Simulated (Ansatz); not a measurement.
Generalised stacking fault of Rh (fcc, Cu type) on the {111} plane. The cell below holds the perfect crystal with the plane normal along z; tilting its third vector by the shift puts one fault into each cell, between planes 2.21 Å apart, at fixed cell height.

```
Rh
1.0
    2.70826     0.00000     0.00000
    1.35413     2.34543     0.00000
    0.00000     0.00000    13.26773
Rh
6
Direct
  0.00000   0.00000   0.91667
  0.66667   0.66667   0.08333
  0.33333   0.33333   0.25000
  0.00000   0.00000   0.41667
  0.66667   0.66667   0.58333
  0.33333   0.33333   0.75000
```

In-plane vectors a = (2.708, 0.000) Å, b = (1.354, 2.345) Å, area 6.35 Å². The shift is s times the vector a + b (length 4.691 Å), so s = 1 restores the start. Atoms relax along the normal only. γ = [E(shift) − E(0)] / area.

Computed with PBE (plane waves to 420 eV, PAW, scalar-relativistic; Ansatz, a quantum-chemistry and plane-wave program). k mesh 16×16×3 (Γ-centred), Fermi-Dirac smearing 0.05 eV. E is the zero-smearing estimate. With partly filled bands, the k mesh leaves noise in γ, roughly 0.02 J/m² as judged from a few cases. Faults lie only 13.3 Å apart, and holding the cell height raises γ above its relaxed value. Rh is run without spin polarisation. Rh was relaxed with its symmetry unable to fall. γ is measured from zero shift. The last digit holds for this mesh only.

```json
[
 {"s": "0.000", "γ (J/m²)": "0.00"},
 {"s": "0.083", "γ (J/m²)": "0.36"},
 {"s": "0.167", "γ (J/m²)": "0.94"},
 {"s": "0.250", "γ (J/m²)": "1.11"},
 {"s": "0.333", "γ (J/m²)": "1.10"},
 {"s": "0.417", "γ (J/m²)": "withheld"},
 {"s": "0.500", "γ (J/m²)": "0.98"},
 {"s": "0.583", "γ (J/m²)": "0.51"},
 {"s": "0.667", "γ (J/m²)": "0.22"},
 {"s": "0.750", "γ (J/m²)": "0.39"},
 {"s": "0.833", "γ (J/m²)": "0.47"},
 {"s": "0.917", "γ (J/m²)": "0.25"}
]
```

Task: Fit a Fourier form (three harmonics of 1 − cos and sin) to the given rows and predict γ at s = 0.417.

Result: Least squares on the 11 given rows: γ = (0.307)·[1 − cos(2πs)] + (0.375)·sin(2πs) + (0.131)·[1 − cos(4πs)] + (-0.131)·sin(4πs) + (0.182)·[1 − cos(6πs)], in J/m²; root-mean-square residual 0.017 J/m². At 0.417 the fit gives 1.12 J/m²; the calculation gives 1.12 J/m², the same to the digits shown. 

(The slope of γ gives the shear force per area between the displaced halves; near zero shift its curvature is an elastic stiffness.)
